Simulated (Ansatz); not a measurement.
Ni:
```
CELL_PARAMETERS angstrom
     -1.37797     1.37797     1.37797
      1.37797    -1.37797     1.37797
      1.37797     1.37797    -1.37797
ATOMIC_POSITIONS crystal
  Ni 0.00000 0.00000 0.00000
```
The run is spin-polarised; directions of the spins, atom by atom: ↑.

Relaxed with PBEsol. Special points in fractions of this cell's reciprocal vectors: Γ (0.000, 0.000, 0.000); H (0.500, -0.500, 0.500); N (0.000, 0.000, 0.500); P (0.250, 0.250, 0.250).

**Question.** List the band energies nearest the Fermi level at these points for plane-wave PAW PBEsol (Ansatz code).

**Answer.** In eV from the Fermi level; about four levels below and three above (degenerate sets whole), none deeper than 8.9 eV; … stands for higher levels left out; points with the same levels are listed once.

| k | below | above |
|---|---|---|
| Γ ↑ | -2.38 -2.38 -2.38 -0.87 -0.87 | … |
| H ↑ | -4.43 -4.43 -0.20 -0.20 -0.20 | … |
| N ↑ | -4.87 -3.36 -0.95 -0.70 | 0.03 0.11 … |
| P ↑ | -3.31 -3.31 -3.31 -0.67 -0.67 | … |
| Γ ↓ | -1.75 -1.75 -1.75 -0.38 -0.38 | … |
| H ↓ | -4.10 -4.10 | 0.51 0.51 0.51 |
| N ↓ | -4.53 -2.80 -0.41 -0.20 | 0.10 0.76 … |
| P ↓ | -2.84 -2.84 -2.84 -0.17 -0.17 | … |

Space group Im-3m (bcc (W type)). The first step of the workflow began from a Materials Project structure, measured or hypothetical; the Crystallography Open Database copy checked does not list it. It is not the phase usual at ambient conditions (space group No. 225). Symmetry was held in the PBEsol relaxation. At this level the phase is mechanically unstable. Magnetic state: ferromagnetic, chosen from 3 collinear starts compared on coarse meshes (ties went to the first, and starts can fall back to one state), not a proven ground state.

Potentials: the earlier of the program's two PAW sets. The files were generated under PBE; for other functionals the program regenerates the frozen cores, and for LDA and PBEsol the local potential too.
